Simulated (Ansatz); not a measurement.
Te2Mo:
```xyz
6
Lattice="3.4966 0.0000 0.0000 -1.7483 3.0282 0.0000 0.0000 0.0000 13.7001" Properties=species:S:1:pos:R:3 pbc="T T T"
Te     0.0000     2.0188     1.6077
Te     1.7483     1.0094    12.0924
Te     1.7483     1.0094     8.4577
Te     0.0000     2.0188     5.2424
Mo     0.0000     2.0188    10.2751
Mo     1.7483     1.0094     3.4250
```

Relaxed with PBE+D3(BJ). Special points in fractions of this cell's reciprocal vectors: Γ (0.000, 0.000, 0.000); M (0.500, 0.000, 0.000); K (0.333, 0.333, 0.000); A (0.000, 0.000, 0.500); L (0.500, 0.000, 0.500); H (0.333, 0.333, 0.500).

Question: List the band energies nearest the valence-band maximum at these points for plane-wave PAW PBE+D3(BJ) with spin–orbit coupling (Ansatz code).

Answer: In eV from the valence-band maximum; about four levels below and three above (degenerate sets whole), none deeper than 8.9 eV; points with the same levels are listed once.

```csv
k,below,above
Γ,-0.24 -0.24 0.00 0.00,2.51 2.51 2.69 2.69
M,-0.64 -0.64 -0.27 -0.27,1.24 1.24 1.31 1.31
K,-0.44 -0.44 -0.06 -0.06,0.90 0.90 0.95 0.95
A,-0.07 -0.07 -0.07 -0.07,2.55 2.55 2.55 2.55
L,-0.46 -0.46 -0.46 -0.46,1.26 1.26 1.26 1.26
H,-0.39 -0.39 -0.19 -0.19,0.96 0.96 1.00 1.00
```

Space group P6_3/mmc. The cell was relaxed with PBE+D3(BJ) under the symmetry of its start; of distortions, only those at the zone centre were tested. The run is not spin-polarised.

Potentials: the later of the program's two PAW sets.
